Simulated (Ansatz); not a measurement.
Computed properties of RbMnCuS2

RbMnCuS2:
```
RbMnCuS2
1.0
   -1.99199     1.99199     6.86054
    1.99199    -1.99199     6.86054
    1.99199     1.99199    -6.86054
Rb Mn Cu S
1 1 1 2
Cartesian
  0.00000   0.00000   0.00000
  1.99199   0.00000   3.43027
  0.00000   1.99199   3.43027
  0.00000   0.00000   8.91803
  0.00000   0.00000   4.80305
```
The run is spin-polarised; directions of the spins, atom by atom: 0 ↑ 0 0 0.

Space group I-4m2 (No. 119); conventional cell a = 3.9840 Å, b = 3.9840 Å, c = 13.7211 Å, α = 90.00°, β = 90.00°, γ = 90.00°.

Method: the program Ansatz at the r²SCAN level (PAW). Geometry: relaxed at this level of theory. Other levels are named where they apply.

### Cell and energy

```yaml
volume_per_atom: 21.78 Å³
density: 4.09 g/cm³
Formation energy from the elements (no fitted shifts): -1.01 eV/atom
```

### Electronic structure

```yaml
band_gap: 1.13 eV (indirect)
valence_band_maximum: at Γ
conduction_band_minimum: at X (2 equivalent valleys)
smallest_direct_gap_on_the_standard_path: 1.53 eV
electron_effective_mass: 0.88, 1.3, 2.2 mₑ (principal values)
Hole effective mass, band 1 of 2 at the edge: 3.5 along x, 18 along z (mₑ)
Hole effective mass, band 2 of 2 at the edge: 0.30 along x, 18 along z (mₑ)
```

### Magnetism

```yaml
magnetic_order: ferromagnetic
net_moment: 1.00 μB per atom
```

### Charges

```yaml
bader_charges: Rb +0.82, Mn +1.14, Cu +0.41, S -1.19 e
```

The first step of the workflow began from a Materials Project structure, measured or hypothetical; the Crystallography Open Database copy checked does not list it. With Mn and Cu taken as one species the cell has the higher symmetry I4/mmm, so it may be an ordered model of a mixed-site phase. Whether it is the stable phase at ambient conditions was not checked. The r²SCAN relaxation kept the symmetry of its start; whether a distortion lowers the energy is not shown. The final state is ferromagnetic, the only order run, not a proven ground state. Other orbital occupations within this spin state were not tried. No Hubbard U is applied. The references are the lowest solids computed at this level, not always the standard phases. The manganese reference at this level is a Cmcm phase, not α-Mn. Scalar-relativistic: spin–orbit coupling is off unless named, which matters more the heavier the elements.

Potentials: the later of the program's two PAW sets.
